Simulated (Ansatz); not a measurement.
W:
```yaml
crystal:
  lattice:
    - [-1.58447, 1.58447, 1.58447]
    - [1.58447, -1.58447, 1.58447]
    - [1.58447, 1.58447, -1.58447]
  atoms:
    - { symbol: W, position: [0.00000, 0.00000, 0.00000] }
```

Relaxed with r²SCAN. Special points in fractions of this cell's reciprocal vectors: Γ (0.000, 0.000, 0.000); H (0.500, -0.500, 0.500); N (0.000, 0.000, 0.500); P (0.250, 0.250, 0.250).

**Question.** List the band energies nearest the Fermi level at these points for r²SCAN (plane waves, PAW; program Ansatz).

**Answer.** In eV from the Fermi level; about four levels below and three above (degenerate sets whole), none deeper than 8.9 eV; … stands for higher levels left out; points with the same levels are listed once.

```json
[
 {"k": "Γ", "below": "-1.28 -1.28 -1.28", "above": "2.55 2.55 …"},
 {"k": "H", "below": "-5.98 -5.98", "above": "5.31 5.31 5.31"},
 {"k": "N", "below": "-6.52 -3.73", "above": "0.54 2.39 3.44"},
 {"k": "P", "below": "-3.16 -3.16 -3.16", "above": "3.62 3.62 7.19"}
]
```

Space group Im-3m (bcc (W type)). The cell was relaxed with r²SCAN under the symmetry of its start. The run is not spin-polarised. Spin–orbit coupling is left out wherever it is not named.

Potentials: the earlier of the program's two PAW sets.
